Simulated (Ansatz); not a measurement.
NiSi2 (fluorite type, space group Fm-3m)

```cif
data_NiSi2
_chemical_formula_sum 'Ni1 Si2'
_space_group_name_H-M_alt 'P 1'
_space_group_IT_number 1
_cell_length_a 3.80921
_cell_length_b 3.80921
_cell_length_c 3.80921
_cell_angle_alpha 60.000
_cell_angle_beta 60.000
_cell_angle_gamma 60.000
loop_
_space_group_symop_operation_xyz
  'x, y, z'
loop_
_atom_site_label
_atom_site_type_symbol
_atom_site_fract_x
_atom_site_fract_y
_atom_site_fract_z
_atom_site_occupancy
Ni1 Ni 0.00000 0.00000 0.00000 1
Si1 Si 0.25000 0.25000 0.25000 1
Si2 Si 0.75000 0.75000 0.75000 1
```

Equation-of-state scan: isotropic scaling of the cell above, V₀ being its volume. Symmetry pins the atoms to their sites.

Calculation: r2SCAN (plane waves to 500 eV, PAW, scalar-relativistic; Ansatz, a program for electronic structure). k mesh 16×16×16 (Γ-centred), Fermi-Dirac smearing 0.05 eV. E stands for the smeared free energy. On this mesh the relaxed cell isn't quite at rest: it carries a pressure of -0.2 GPa (compression positive) at the zero of the scan. NiSi2 is run without spin polarisation. NiSi2 was relaxed with its symmetry unable to fall. ΔE is measured from the relaxed starting cell. The last digit holds for this mesh only.

```
V (Å³/atom)  ΔE (meV/atom)
-----------  -------------
12.246                26.1
12.441                14.1
12.637                 5.9
12.832                 1.3
13.028                 0.0
13.223                 1.6
13.419                 6.0
13.614                12.8
13.809                22.0
```

**Question.** What is the fitted pressure derivative B₀′?

**Answer.** 4.9.

**Question.** What bulk modulus B₀ follows from a third-order Birch-Murnaghan fit?

**Answer.** 163 GPa.

(Under strain, the slope of the energy per volume gives the stress and its curvature an elastic modulus.)
